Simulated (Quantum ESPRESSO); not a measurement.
GaSi6Ge, input and log of a self-consistent run

Computed values, not a measurement. The program is pw.x of Quantum ESPRESSO 7.5 (plane-wave density functional theory). The cell is made up: 8 atoms on a zincblende/diamond lattice, with randomly drawn elements, strain and displacements, not relaxed. PseudoDojo standard norm-conserving files (v0.5 for PBE, v0.4.1 for LDA and PBEsol) set the functional; there is no spin polarisation, spin-orbit coupling or dispersion term, and the masses in the input are unused placeholders. A spin-polarised start on this cell or one of its family kept no moment.

Input:

```
&control calculation='scf', pseudo_dir='./dojo.nc.sr.pbe.v0_5.standard.upf', outdir='./o', disk_io='low', tprnfor=.true., tstress=.true. /
&system ibrav=0, nat=8, ntyp=3, nbnd=36, ecutwfc=79.96652505, nosym=.true., tot_charge=0,
 occupations='smearing', smearing='fd', degauss=0.0073498644
/
&electrons conv_thr=7.350e-09, electron_maxstep=60, /
ATOMIC_SPECIES
Ga 1.0 Ga.upf
Ge 1.0 Ge.upf
Si 1.0 Si.upf
CELL_PARAMETERS angstrom
5.5606 0.0579 -0.0036
0.0579 5.5029 0.0192
-0.0036 0.0192 5.5276
ATOMIC_POSITIONS angstrom
Ga 0.182 -0.0183 -0.0245
Si 0.0806 2.8206 2.6842
Si 2.7307 0.0786 2.7228
Si 2.747 2.6985 0.001
Ge 1.4721 1.4896 1.4269
Si 1.4019 4.2566 4.1805
Si 4.0638 1.4562 4.1279
Si 4.2117 3.9823 1.2094
K_POINTS automatic
6 6 6 1 1 1
```

The log is shortened where brackets say so; the opening notice, blank lines, dates and the lines on written files are dropped, and the path of the files is cut. It prints rydbergs, bohrs and kilobars, and counts compression as positive stress.

```
     Program PWSCF v.7.5
     Parallel version (MPI & OpenMP), running on       4 processor cores
     Number of MPI processes:                 4
     Threads/MPI process:                     1
     [start-up lines left out]
     bravais-lattice index     =            0
     lattice parameter (alat)  =      10.5086  a.u.
     unit-cell volume          =    1141.2832 (a.u.)^3
     number of atoms/cell      =            8
     number of atomic types    =            3
     number of electrons       =        51.00
     number of Kohn-Sham states=           36
     kinetic-energy cutoff     =      79.9665  Ry
     charge density cutoff     =     319.8661  Ry
     scf convergence threshold =      7.3E-09
     mixing beta               =       0.7000
     number of iterations used =            8  plain     mixing
     Exchange-correlation= PBE
                           (   1   4   3   4   0   0   0)
     [axes and pseudopotential details left out]
   Cartesian axes
     site n.     atom                  positions (alat units)
         1        Ga     tau(   1) = (   0.0327285  -0.0032908  -0.0044058  )
         2        Si     tau(   2) = (   0.0144940   0.5072198   0.4826914  )
         3        Si     tau(   3) = (   0.4910534   0.0141344   0.4896327  )
         4        Si     tau(   4) = (   0.4939846   0.4852629   0.0001798  )
         5        Ge     tau(   5) = (   0.2647232   0.2678702   0.2565950  )
         6        Si     tau(   6) = (   0.2520994   0.7654513   0.7517664  )
         7        Si     tau(   7) = (   0.7307806   0.2618640   0.7423076  )
         8        Si     tau(   8) = (   0.7573770   0.7161248   0.2174827  )
     number of k points=   108  Fermi-Dirac smearing, width (Ry)=  0.0073
     Number of k-points >= 100: set verbosity='high' to print them.
     Dense  grid:   110253 G-vectors     FFT dimensions: (  60,  60,  60)
     Estimated max dynamical RAM per process >     344.57 MB
     Estimated total dynamical RAM >       1.27 GB
     Initial potential from superposition of free atoms
     starting charge      50.9928, renormalised to      51.0000
     Starting wfcs are   42 randomized atomic wfcs
     total cpu time spent up to now is        4.1 secs
     per-process dynamical memory:   292.8 Mb
     Self-consistent Calculation
     iteration #  1     ecut=    79.97 Ry     beta= 0.70
     Davidson diagonalization with overlap
     ethr =  1.00E-02,  avg # of iterations =  4.4
     Threshold (ethr) on eigenvalues was too large:
     Diagonalizing with lowered threshold
     Davidson diagonalization with overlap
     ethr =  3.22E-04,  avg # of iterations =  6.1
     total cpu time spent up to now is       24.2 secs
     total energy              =    -382.21738498 Ry
     estimated scf accuracy    <       0.18171538 Ry
     iteration #  2     ecut=    79.97 Ry     beta= 0.70
     Davidson diagonalization with overlap
     ethr =  3.56E-04,  avg # of iterations =  2.0
     total cpu time spent up to now is       31.5 secs
     total energy              =    -382.22576257 Ry
     estimated scf accuracy    <       0.01992572 Ry
     iteration #  3     ecut=    79.97 Ry     beta= 0.70
     Davidson diagonalization with overlap
     ethr =  3.91E-05,  avg # of iterations =  6.1
     total cpu time spent up to now is       42.7 secs
     total energy              =    -382.22884748 Ry
     estimated scf accuracy    <       0.01552806 Ry
     iteration #  4     ecut=    79.97 Ry     beta= 0.70
     Davidson diagonalization with overlap
     ethr =  3.04E-05,  avg # of iterations =  2.4
     total cpu time spent up to now is       50.9 secs
     total energy              =    -382.23220069 Ry
     estimated scf accuracy    <       0.00064376 Ry
     iteration #  5     ecut=    79.97 Ry     beta= 0.70
     Davidson diagonalization with overlap
     c_bands:  1 eigenvalues not converged
     ethr =  1.26E-06,  avg # of iterations =  8.3
     total cpu time spent up to now is       62.8 secs
     total energy              =    -382.23235494 Ry
     estimated scf accuracy    <       0.00008377 Ry
     iteration #  6     ecut=    79.97 Ry     beta= 0.70
     Davidson diagonalization with overlap
     ethr =  1.64E-07,  avg # of iterations =  2.3
     total cpu time spent up to now is       71.2 secs
     total energy              =    -382.23237577 Ry
     estimated scf accuracy    <       0.00001521 Ry
     iteration #  7     ecut=    79.97 Ry     beta= 0.70
     Davidson diagonalization with overlap
     ethr =  2.98E-08,  avg # of iterations =  2.0
     total cpu time spent up to now is       79.1 secs
     total energy              =    -382.23237918 Ry
     estimated scf accuracy    <       0.00000061 Ry
     iteration #  8     ecut=    79.97 Ry     beta= 0.70
     Davidson diagonalization with overlap
     ethr =  1.20E-09,  avg # of iterations =  3.7
     total cpu time spent up to now is       88.2 secs
     total energy              =    -382.23237942 Ry
     estimated scf accuracy    <       0.00000019 Ry
     iteration #  9     ecut=    79.97 Ry     beta= 0.70
     Davidson diagonalization with overlap
     ethr =  3.75E-10,  avg # of iterations =  2.0
     total cpu time spent up to now is       95.6 secs
     total energy              =    -382.23237947 Ry
     estimated scf accuracy    <       0.00000001 Ry
     iteration # 10     ecut=    79.97 Ry     beta= 0.70
     Davidson diagonalization with overlap
     ethr =  2.50E-11,  avg # of iterations =  2.2
     total cpu time spent up to now is      103.6 secs
     End of self-consistent calculation
     Number of k-points >= 100: set verbosity='high' to print the bands.
     the Fermi energy is     6.3742 ev
!    total energy              =    -382.23237947 Ry
     estimated scf accuracy    <          2.9E-09 Ry
     smearing contrib. (-TS)   =      -0.00642828 Ry
     internal energy E=F+TS    =    -382.22595119 Ry
     The total energy is F=E-TS. E is the sum of the following terms:
     one-electron contribution =    -225.10589040 Ry
     hartree contribution      =     142.69921807 Ry
     xc contribution           =    -103.93151487 Ry
     ewald contribution        =    -195.88776399 Ry
     convergence has been achieved in  10 iterations
     Forces acting on atoms (cartesian axes, Ry/au):
     atom    1 type  1   force =    -0.08753090    0.05362082    0.04964744
     atom    2 type  3   force =    -0.03531611    0.01005527    0.06258758
     atom    3 type  3   force =     0.05645912   -0.05832131    0.01000907
     atom    4 type  3   force =     0.01228190    0.04538490   -0.05120758
     atom    5 type  2   force =    -0.04121770   -0.03558669   -0.00876358
     atom    6 type  3   force =     0.05148647   -0.07370353   -0.07455438
     atom    7 type  3   force =     0.04832742   -0.01508485   -0.02335578
     atom    8 type  3   force =    -0.00449019    0.07363540    0.03563723
     Total force =     0.237263     Total SCF correction =     0.000234
     Computing stress (Cartesian axis) and pressure
          total   stress  (Ry/bohr**3)                   (kbar)     P=       24.81
   0.00017551  -0.00018353  -0.00011575           25.82      -27.00      -17.03
  -0.00018353   0.00017478   0.00012616          -27.00       25.71       18.56
  -0.00011575   0.00012616   0.00015576          -17.03       18.56       22.91
     init_run     :      3.88s CPU      4.05s WALL (       1 calls)
     electrons    :     98.87s CPU     99.50s WALL (       1 calls)
     forces       :      1.78s CPU      1.78s WALL (       1 calls)
     stress       :      6.15s CPU      6.15s WALL (       1 calls)
     [timing details left out]
     PWSCF        :   1m50.80s CPU   1m51.63s WALL
     JOB DONE.
```

In other units: free energy -5200.536 eV for the cell, pressure 2.48 GPa, largest force component 2.251 eV/Å. A rerun of a related cell, with the same atoms placed differently, at 1377 eV and a 8 x 8 x 8 mesh moved values by no more than 0.003 eV in energy, 0.04 GPa in stress and 0.017 eV/Å in force.